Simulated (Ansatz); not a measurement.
**Structures of ReAu: which is lowest?**

Plane-wave DFT in Ansatz with scalar-relativistic PAW potentials, cutoff 420 eV, Γ-centred meshes chosen by cell and gap, Gaussian smearing with energies taken to zero width. Every cell was relaxed (cell and atoms) in a run of its own, within the symmetry of its start. Functional: PBE.

Relaxed structures (starts from databases or built by putting these elements on another compound's sites):
A. Pm-3m, 2 atoms in the computed cell, a = 3.184 Å; sites (symmetry × multiplicity) Re m-3m × 1, Au m-3m × 1; start: built
B. Fd-3m, 4 atoms in the computed cell, a = 6.407 Å; sites (symmetry × multiplicity) Re -43m × 8, Au -43m × 8; start: built

Rank them by energy. Could pressure change the order?

| structure | group | E − E(lowest) (meV/atom) | V (Å³/atom) | gap on mesh (eV) |
| --- | --- | --- | --- | --- |
| B | Fd-3m | 0.0 | 16.44 | 0.00 |
| A | Pm-3m | 108 | 16.14 | 0.00 |

B is lowest, 108 meV/atom under A. The two lowest differ in volume by under 3 %, too little for a first-order estimate of what pressure does to that pair (other pairs aren't weighed here); with rigid cells even 3 % in favour of the higher one would need about 35 GPa. Other structures may lie lower than all of these, and vibrations aren't counted.

Spin-orbit coupling is left out, which matters for the bands of heavy elements.